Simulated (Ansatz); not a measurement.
V3Si:
```
V3Si
1.0
    4.64891     0.00000     0.00000
    0.00000     4.64891     0.00000
    0.00000     0.00000     4.64891
V Si
6 2
Direct
  0.25000   0.00000   0.50000
  0.75000   0.00000   0.50000
  0.00000   0.50000   0.25000
  0.00000   0.50000   0.75000
  0.50000   0.25000   0.00000
  0.50000   0.75000   0.00000
  0.00000   0.00000   0.00000
  0.50000   0.50000   0.50000
```

Relaxed with PBEsol.

Problem. Map the electron localisation function on the plane through (0.250, 0.000, 0.500) spanned by u = [1, 0, 0] and v = [0, 1, 0] in lattice vectors, from PBEsol in the plane-wave PAW code Ansatz.

Solution. x is the fraction of u, y of v (the angle between them is 90°; rows are the nearest grid lines); atoms in the plane: V at (0.00, 0.00), V at (0.50, 0.00), Si at (0.25, 0.50).
```
y \ x   0.000  0.0870  0.174  0.261  0.348  0.435  0.565  0.652  0.739  0.826  0.913   1.00
------  -----  ------  -----  -----  -----  -----  -----  -----  -----  -----  -----  -----
1.00    0.667   0.755  0.374  0.231  0.522  0.747  0.747  0.522  0.231  0.374  0.755  0.667
0.913   0.761   0.667  0.216  0.242  0.301  0.723  0.705  0.308  0.262  0.229  0.648  0.761
0.826   0.287   0.143  0.186  0.385  0.135  0.187  0.207  0.174  0.431  0.231  0.170  0.287
0.783   0.118   0.123  0.361  0.537  0.274  0.111  0.136  0.302  0.529  0.379  0.153  0.118
0.696   0.455   0.564  0.669  0.690  0.651  0.530  0.446  0.480  0.490  0.484  0.455  0.455
0.609   0.636   0.695  0.428  0.294  0.512  0.708  0.487  0.340  0.295  0.321  0.439  0.636
0.522   0.641   0.612  0.207  0.441  0.255  0.677  0.430  0.258  0.235  0.245  0.363  0.641
0.478   0.641   0.612  0.207  0.441  0.255  0.677  0.430  0.258  0.235  0.245  0.363  0.641
0.391   0.636   0.695  0.428  0.294  0.512  0.708  0.487  0.340  0.295  0.321  0.439  0.636
0.304   0.455   0.564  0.669  0.690  0.651  0.530  0.446  0.480  0.490  0.484  0.455  0.455
0.217   0.118   0.123  0.361  0.537  0.274  0.111  0.136  0.302  0.529  0.379  0.153  0.118
0.174   0.287   0.143  0.186  0.385  0.135  0.187  0.207  0.174  0.431  0.231  0.170  0.287
0.0870  0.761   0.667  0.216  0.242  0.301  0.723  0.705  0.308  0.262  0.229  0.648  0.761
0.000   0.667   0.755  0.374  0.231  0.522  0.747  0.747  0.522  0.231  0.374  0.755  0.667
```

The density is the valence pseudo-density with augmentation charge, so density and ELF within about 1 Å of a nucleus are not all-electron values.

Space group Pm-3n (A15 (Cr3Si type)). The cell was relaxed with PBEsol under the symmetry of its start. The workflow began spin-polarised and lost its moments.

Potentials: the later of the program's two PAW sets.
